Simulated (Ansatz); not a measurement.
InBi in space group P4/nmm (No. 129; In on 2a, Bi on 2c) under volume change, r²SCAN in the plane-wave PAW code Ansatz, shape and atoms relaxed at each volume.

| V (Å³/atom) | E − E(relaxed) (meV/atom) | P (GPa) |
|---|---|---|
| 28.776 | 26.1 | 3.37 |
| 29.724 | ___ | ___ |
| 30.673 | 2.4 | 0.87 |
| 31.622 | 0.0 | 0.00 |
| 32.570 | ___ | ___ |
| 33.519 | 6.7 | -1.04 |
| 34.467 | 13.8 | -1.36 |

Problem. What belongs in the gaps?

Solution. 
- 32.570, E − E(relaxed) (meV/atom): 1.9
- 32.570, P (GPa): -0.61
- 29.724, E − E(relaxed) (meV/atom): 10.6
- 29.724, P (GPa): 1.95

Problem. What does a third-order Birch–Murnaghan fit give for V₀, B₀ and B′?

Solution. V₀ = 31.65 Å³/atom, B₀ = 23.7 GPa, B′ = 8.9.

The first step of the workflow began from a Materials Project structure, measured or hypothetical; the Crystallography Open Database files this formula in space group No. 129, but the cells were not matched. Its standing as an ambient phase is unchecked. The cell was relaxed with r²SCAN under the symmetry of its start; its stability against distortions is not shown here. Scalar-relativistic: spin–orbit coupling is off unless named, which matters more the heavier the elements.

Potentials: the later of the program's two PAW sets.
